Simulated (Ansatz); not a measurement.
LiMg6GaO8 — O-17 NMR of the central transition

Cell: a Materials Project structure (computed, not necessarily an observed phase), taken as it stands.

Space group P4/mmm (No. 123); a = 4.2100, c = 8.5145 Å.

```
site  Wyckoff  site symmetry       x       y       z
  Li       1a          4/mmm  0.0000  0.0000  0.0000
 Mg2       1b          4/mmm  0.0000  0.0000  0.5000
 Mg3       1d          4/mmm  0.5000  0.5000  0.5000
 Mg4       4i           2mm.  0.0000  0.5000  0.2458
  Ga       1c          4/mmm  0.5000  0.5000  0.0000
  O9       2g            4mm  0.0000  0.0000  0.2570
 O11       2h            4mm  0.5000  0.5000  0.2377
 O13       2f           mmm.  0.0000  0.5000  0.0000
 O14       2e           mmm.  0.0000  0.5000  0.5000
```

One atom of each set is listed.

The numbers come from a DFT calculation in Ansatz (PBE, plane waves and PAW, scalar-relativistic, 420 eV cutoff, Γ-centred 5×5×3 k-points, Fermi–Dirac smearing 0.02 eV).

O-17 has I = 5/2 and Q = -25.58 mb (Pyykkö 2018); at 14.1 T its Larmor frequency is ν₀ = 81.4 MHz. Only the quadrupole interaction is simulated: positions count from each site's isotropic chemical shift, and J coupling is left out, as are shift anisotropy and dipolar coupling, which fast spinning averages.

Simulated pattern of one O site (fast magic-angle spinning, Gaussian broadening 0.07 kHz):

(offset (kHz), height): (-2.127, 0), (-2.043, 4), (-1.959, 6), (-1.876, 6), (-1.792, 6), (-1.708, 6), (-1.624, 7), (-1.540, 7), (-1.456, 7), (-1.372, 10), (-1.288, 76), (-1.204, 74), (-1.120, 53), (-1.036, 47), (-0.952, 44), (-0.868, 43), (-0.784, 43), (-0.700, 44), (-0.616, 47), (-0.533, 53), (-0.449, 64), (-0.365, 100), (-0.281, 82), (-0.197, 2)

Question: Which |C_Q| and η does the pattern imply?

Answer: The pattern spans 1.76 kHz before broadening and its centre of gravity is at -0.822 kHz, which fixes P_Q; the places of the horns and steps fix η. That gives P_Q = 3.34 MHz, |C_Q| = 3.34 MHz and η = 0.00, the values that the calculation gives site O11 (1 Ga at 2.02 Å, 5 Mg at 2.11–2.23 Å). The other sites have |C_Q| = 0.949, 5.76, 0.932 MHz. The sign of C_Q can't be read from the pattern.

An axis of threefold or higher order runs through O11, so V_zz lies along it and η is zero.

The run took 11 s of wall time (11 s of CPU time) and 0.59 GiB at its peak, on 1 thread of Intel Xeon Platinum 8375C CPU @ 2.90GHz (Ice Lake) (x86_64; 32 cores open to the job, memory cap 2.5 GiB, no GPU), a shared host with a load of 0.3 a core.
